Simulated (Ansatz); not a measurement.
ZrTa:
```
CELL_PARAMETERS angstrom
      2.91769     0.00000     0.00000
      0.00000     2.91769     0.00000
      0.00000     0.00000     4.82706
ATOMIC_POSITIONS crystal
  Ta 0.00000 0.00000 0.00000
  Zr 0.50000 0.50000 0.50000
```

Relaxed with PBE. Special points in fractions of this cell's reciprocal vectors: Γ (0.000, 0.000, 0.000); X (0.000, 0.500, 0.000); M (0.500, 0.500, 0.000); Z (0.000, 0.000, 0.500); R (0.000, 0.500, 0.500); A (0.500, 0.500, 0.500).

Q: List the band energies nearest the Fermi level at these points for PBE with spin–orbit coupling in the plane-wave PAW code Ansatz.

A: In eV from the Fermi level; about four levels below and three above (degenerate sets whole), none deeper than 8.9 eV; points with the same levels are listed once.

```
k                    below                above
-  -----------------------  -------------------
Γ  -2.45 -2.45 -0.23 -0.23  1.53 1.53 1.60 1.60
X  -0.41 -0.41 -0.17 -0.17  2.24 2.24 2.75 2.75
M  -2.58 -2.58 -2.51 -2.51  3.61 3.61 4.41 4.41
Z  -1.26 -1.26 -0.06 -0.06  0.38 0.38 2.95 2.95
R  -3.19 -3.19 -0.42 -0.42  0.09 0.09 0.82 0.82
A  -0.52 -0.52 -0.30 -0.30  1.50 1.50 2.71 2.71
```

Space group P4/mmm (L1₀ or tetragonal B2). The start of the workflow was typed in or built on a structure type; neither database checked (COD, Materials Project) lists it. Its standing as an ambient phase is unchecked. The cell was relaxed with PBE under the symmetry of its start; its stability against distortions is not shown here. The run is not spin-polarised. Its formation energy is positive at this level, so the cell may be metastable or incomplete.

Potentials: the later of the program's two PAW sets.
